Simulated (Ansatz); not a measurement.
NaI in the rocksalt structure, relaxed with r2SCAN: 6 runs in the plane-wave code Ansatz, each a construction of maximally localised Wannier functions. It is cubic, Fm-3m (No. 225); conventional cell a = 6.459 Å, 33.69 Å³ an atom. Na is surrounded by 6 I at 3.23 Å; I is surrounded by 6 Na at 3.23 Å. Spin-unpolarised throughout; all numbers are computed.

```xyz
2
Lattice="0.0000 3.2297 3.2297 3.2297 0.0000 3.2297 3.2297 3.2297 0.0000" Properties=species:S:1:pos:R:3 pbc="T T T"
Na    0.0000    0.0000    0.0000
I     3.2297    3.2297    3.2297
```

Windows count from the top of the filled bands; a dash means that no such window was set (without an outer window there is no disentanglement).

```
functional  SCF mesh  trial orbitals  functions   mesh  window (eV)  frozen (eV)  Ω total (Å²)  Ω invariant (Å²)  largest spread (Å²)  least projectability
       PBE     6×6×6        I s, I p          4  4×4×4            –            –          6.53              5.28                 1.63                  0.98
    r2SCAN     6×6×6        I s, I p          4  4×4×4            –            –          6.41              5.15                 1.60                  0.99
    r2SCAN     6×6×6             I p          3  4×4×4            –            –          6.32              6.28                 2.11                  0.97
     HSE06     4×4×4        I s, I p          4  4×4×4            –            –          6.41              5.15                 1.60                  0.99
```

Problem. Estimate from these rows what the further settings give.
```tsv
functional	SCF mesh	trial orbitals	functions	mesh	window (eV)	frozen (eV)
PBE	6×6×6	I s, I p	4	6×6×6	–	–
PBE	6×6×6	I p	3	4×4×4	–	–
```

Solution.
```json
{"functional": "PBE", "SCF mesh": "6×6×6", "trial orbitals": "I s, I p", "functions": "4", "mesh": "6×6×6", "window (eV)": "–", "frozen (eV)": "–", "Ω total (Å²)": "6.86", "Ω invariant (Å²)": "5.59", "largest spread (Å²)": "1.71", "least projectability": "0.98"}
{"functional": "PBE", "SCF mesh": "6×6×6", "trial orbitals": "I p", "functions": "3", "mesh": "4×4×4", "window (eV)": "–", "frozen (eV)": "–", "Ω total (Å²)": "6.44", "Ω invariant (Å²)": "6.39", "largest spread (Å²)": "2.15", "least projectability": "0.96"}
```

For I s, I p with PBE the spread goes 6.53 Å² (4×4×4), 6.86 Å² (6×6×6): finite differences on a coarse mesh understate it.

No spin-orbit coupling is included; it can move band edges with weight on the heavy atoms by tenths of an eV.
